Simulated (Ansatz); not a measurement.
Theory: Ansatz, DFT PBE, scalar-relativistic, plane waves, PAW. Settings: cutoff 420 eV, Γ-centred meshes spaced at most about 0.3 Å⁻¹, and about 0.25 Å⁻¹ or finer for metals (2π included), Gaussian smearing. No spin polarisation in the final relaxations.

These are static total energies at zero pressure. All come from trial cells, and lower structures may exist.

Problem. Order these relaxed structures of Hf4Ta by energy, lowest first, with the energy over the lowest of them.
A.

```
CELL_PARAMETERS angstrom
5.03736 0.00000 0.00000
-2.51868 4.36248 0.00000
0.00000 0.00000 5.62162
ATOMIC_POSITIONS crystal
Hf 0.33333 0.66667 0.00000
Hf 0.66667 0.33333 0.00000
Hf 0.33333 0.66667 0.50000
Hf 0.66667 0.33333 0.50000
Ta 0.00000 0.00000 0.00000
```

B.

```
CELL_PARAMETERS angstrom
3.00490 0.00000 0.00000
0.00000 6.02362 0.00000
0.00000 0.00000 6.94156
ATOMIC_POSITIONS crystal
Hf 0.00000 0.25249 0.22044
Hf 0.00000 0.25249 0.77956
Hf 0.00000 0.74751 0.77956
Hf 0.00000 0.74751 0.22044
Ta 0.50000 0.50000 0.50000
```

C.

```
CELL_PARAMETERS angstrom
4.86939 0.00000 0.00000
-2.43470 4.21702 0.00000
0.00000 0.00000 5.86079
ATOMIC_POSITIONS crystal
Hf 0.33333 0.66667 0.73871
Hf 0.66667 0.33333 0.73871
Hf 0.66667 0.33333 0.26129
Hf 0.33333 0.66667 0.26129
Ta 0.00000 0.00000 0.50000
```

D.

```
CELL_PARAMETERS angstrom
-3.19280 3.19280 3.19280
3.19280 -3.19280 3.19280
3.19280 3.19280 -3.19280
ATOMIC_POSITIONS crystal
Hf 0.50000 0.50000 0.50000
Hf 0.50000 0.00000 0.00000
Hf 0.00000 0.00000 0.50000
Hf 0.00000 0.50000 0.00000
Ta 0.00000 0.00000 0.00000
```

Solution. B (0 meV/atom), C (107 meV/atom), D (220 meV/atom), A (326 meV/atom). Forms: B Pmmm; C P6/mmm; D Im-3m; A P6/mmm. Counting all near atoms (those within 1.25 times the shortest distance at each site; a plus sign parts nearer from farther groups; a slash parts the counts of unlike sites): B has Hf 7, Ta 10; C has Hf 8, Ta 12; D has Hf 2+6, Ta 8; A has Hf 5/8, Ta 6. Even the lowest lies +0.79 eV/atom against the elements.

These runs have no spin–orbit coupling, which can matter for Hf and Ta. A magnetic state wasn't ruled out in cells without spin, among them P6/mmm at 24.1 Å³/atom, Im-3m, P6/mmm at 24.7 Å³/atom. Cells relaxed within their symmetry can be saddle points. Some structure types and database cells were kept out of the candidates from the start, so a known form may be missing.
